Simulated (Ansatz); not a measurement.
NaAg₂ (cubic Laves (MgCu2 type), Fd-3m) at seven volumes, plane-wave PAW r²SCAN (Ansatz code), scaled uniformly. One row is withheld.

```csv
V (Å³/atom),P (GPa)
18.832,6.52
19.452,3.93
20.073,1.78
20.694,0.00
21.315,?
21.936,-2.68
22.557,-3.68
```

**Question.** Fit the shown pressures and predict the withheld one.

**Answer.** Third-order Birch–Murnaghan: P = (3/2)B₀(x^(7/2) − x^(5/2))[1 + (3/4)(B′ − 4)(x − 1)] with x = (V₀/V)^(2/3). Least squares on the six rows gives V₀ = 20.695 Å³/atom, B₀ = 53.75 GPa, B′ = 5.33. At V = 21.315, x = 0.9805 and P = -1.47 GPa. The run itself gave -1.47 GPa.

The workflow started from an entry of the Crystallography Open Database (COD). Its standing as an ambient phase is unchecked. Symmetry was held in the r²SCAN relaxation; its stability against distortions is not shown here. The run is not spin-polarised.

Potentials: the later of the program's two PAW sets.
